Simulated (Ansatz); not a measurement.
CdBr$_{2}$: what the electron mass says about interband coupling

Method: DFT PBEsol, scalar-relativistic, plane waves, PAW (Ansatz 0.2.0).

Cutoff 420 eV; k points 6×6×2 on the computed 6-atom cell (Γ-centred); Gaussian smearing, width 0.02 eV; no spin polarisation.

Relaxed cell: P6_3mc, a = 3.968 Å, b = 3.968 Å, c = 13.099 Å, α = 90.00°, β = 90.00°, γ = 120.00°, 6 atoms in the primitive cell. Whether it is the stable form of this composition wasn't checked.

The direct gap at Γ is 2.852 eV, and at Γ the conduction band has a mass of 0.2653 mₑ and the lightest hole 0.4304 mₑ, both along y.

Use two-band k·p theory to get the Kane energy. As an exercise, what mass follows if the true gap is 1.5 times the computed one (semilocal functionals can miss by more, threefold or worse in zinc and cadmium oxides)?

Coupling to the valence top alone gives mₑ/m* = 1 + E_P/E_g, so E_P = E_g (mₑ/m* − 1) = 2.852 × (3.77 − 1) = 7.9 eV. The light hole is the mirror band, mₑ/mₗₕ = E_P/E_g − 1, and gives 9.5 eV; the spread shows what other bands add. Fits to experiment give about 15 to 31 eV for common tetrahedral semiconductors; the figure from the electron is a net one, lowered by higher conduction bands, and semilocal functionals tend to give less. With E_P fixed and E_g = 4.28 eV the mass becomes 0.351 mₑ: in this model the mass grows with the gap, in proportion where E_P ≫ E_g, which is why functionals that close gaps give light electrons. A correction that opens the gap also strengthens the coupling, so the true mass usually rises less. Remote bands and spin-orbit splitting are left out of the model.

The cell holds layers, and where no dispersion correction was added their binding is poorly described.

Cost: 3 runs of about 3.9 core-minutes in all, on Arm Neoverse V1 (shared hosts).